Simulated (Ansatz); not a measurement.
Data:

TaW3:
```
CELL_PARAMETERS angstrom
      0.00000     3.15833     3.15833
      3.15833     0.00000     3.15833
      3.15833     3.15833     0.00000
ATOMIC_POSITIONS crystal
  Ta 0.00000 0.00000 0.00000
  W  0.25000 0.25000 0.25000
  W  0.75000 0.75000 0.75000
  W  0.50000 0.50000 0.50000
```

This is the LDA-relaxed structure.

Problem. All from DFT-LDA in the program Ansatz with PAW potentials, unless another level is named. Predict the Poisson's ratio.

Solution. 0.31.

Problem. Give the elastic constants (relaxed ions, GPa).

Solution. C11 = 518, C12 = 202, C44 = 123.

Space group Fm-3m. The first step of the workflow began from a Materials Project structure, measured or hypothetical; the Crystallography Open Database copy checked does not list it. With Ta and W taken as one species the cell has the higher symmetry Im-3m, so it may be an ordered model of a mixed-site phase. Its standing as an ambient phase is unchecked. The cell was relaxed with LDA under the symmetry of its start; of distortions, only those at the zone centre were tested. The run is not spin-polarised. As this level gives no gap, shear constants depend on the k-mesh and smearing (Fermi–Dirac, 0.1 eV here). Scalar-relativistic: spin–orbit coupling is off unless named, which matters more the heavier the elements.

Potentials: the earlier of the program's two PAW sets.
